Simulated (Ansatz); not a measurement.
**Strain response of Bi₂Pd**

The calculation used DFT r2SCAN, scalar-relativistic, plane waves, PAW (Ansatz 0.2.0). Settings: 500 eV cutoff, 10×10×4 k-mesh, Gaussian smearing of 0.10 eV, no spin polarisation.

The relaxed crystal:

```yaml
crystal:
  lattice:
    - [3.38265, 0.00000, 0.00000]
    - [0.00000, 3.38265, 0.00000]
    - [0.00000, 0.00000, 13.23275]
  atoms:
    - { symbol: Bi, position: [0.00000, 0.00000, 0.36709] }
    - { symbol: Bi, position: [0.50000, 0.50000, 0.13291] }
    - { symbol: Bi, position: [0.50000, 0.50000, 0.86709] }
    - { symbol: Bi, position: [0.00000, 0.00000, 0.63291] }
    - { symbol: Pd, position: [0.00000, 0.00000, 0.00000] }
    - { symbol: Pd, position: [0.50000, 0.50000, 0.50000] }
```

Deformation: c alone is stretched, the rest of the cell is held and the atoms relax, all within the symmetry that the strain leaves. Energies are extrapolated to zero smearing. Stress is positive in compression, on the Cartesian axes of the cell above. On this cell's mesh the reference holds a stress of up to 0.12 GPa.

Spin–orbit coupling is left out, which can shift energies with elements as heavy as these.

```
strain (%)  ΔE (meV/atom) a (Å) b (Å) c (Å)  σxx (GPa)  σyy (GPa)  σzz (GPa)
      -1.5            0.5  3.383  3.383  13.034       0.58       0.58       0.69
      +0.0            0.0  3.383  3.383  13.233       0.03       0.03      -0.12
      +1.5            1.2  3.383  3.383  13.431      -0.46      -0.46      -0.88
```